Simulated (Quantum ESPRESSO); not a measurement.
Quadrupole interaction in Na4I3Br (changed cell)

```
CELL_PARAMETERS angstrom
      6.40801     0.00000     0.00000
      0.00000     6.40801     0.00000
      0.00000     0.00000     6.40801
ATOMIC_POSITIONS crystal
  Na 0.00000 0.00000 0.00000
  Br 0.50000 0.00000 0.00000
  Na 0.00000 0.50000 0.50000
  I  0.50000 0.50000 0.50000
  Na 0.50000 0.00000 0.50000
  I  0.00000 0.00000 0.50000
  Na 0.50000 0.50000 0.00000
  I  0.00000 0.50000 0.00000
```
The cell was made here from a computed Materials Project entry: one of 4 I replaced by Br, cell and atoms relaxed (PBE without dispersion, pw.x of a modified build of Quantum ESPRESSO, symmetry kept). The parent is NaI in Fm-3m. The swapped cell is a model, not a known phase. Stability against distortions was not tested.

Principal values are ordered |Vxx| ≤ |Vyy| ≤ |Vzz|, η = (Vxx − Vyy)/Vzz, and C_Q = eQVzz/h is given by its size. Cores are frozen. I had no test against all-electron runs. Spin–orbit coupling is left out, a limit on I. Static lattice: thermal averaging is not included.

Quadrupole moments taken as inputs (sizes, barn, from the tables of PySCF and pymatgen): ²³Na 0.104, ⁷⁹Br 0.313, ¹²⁷I 0.696.

Task: What do the calculations give at each independent site (field gradients by the PAW reconstruction of the field gradient on a scalar-relativistic PBE ground state (Quantum ESPRESSO, JTH datasets), 30 Ha, k-mesh 4×4×4 through Γ)?

Result: 
```
site                 site symmetry  Vzz (a.u.)   η_Q        ∣C_Q∣ (MHz)
-------------------  -------------  ----------  ----  -----------------
Na1 (atoms 1, 5, 7)          4/mmm  under 0.02     –  under 0.49 (²³Na)
Br (atom 2)                   m-3m           0     –           0 (⁷⁹Br)
Na2 (atom 3)                  m-3m           0     –           0 (²³Na)
I (atoms 4, 6, 8)            4/mmm      -0.035  0.00        5.65 (¹²⁷I)
```
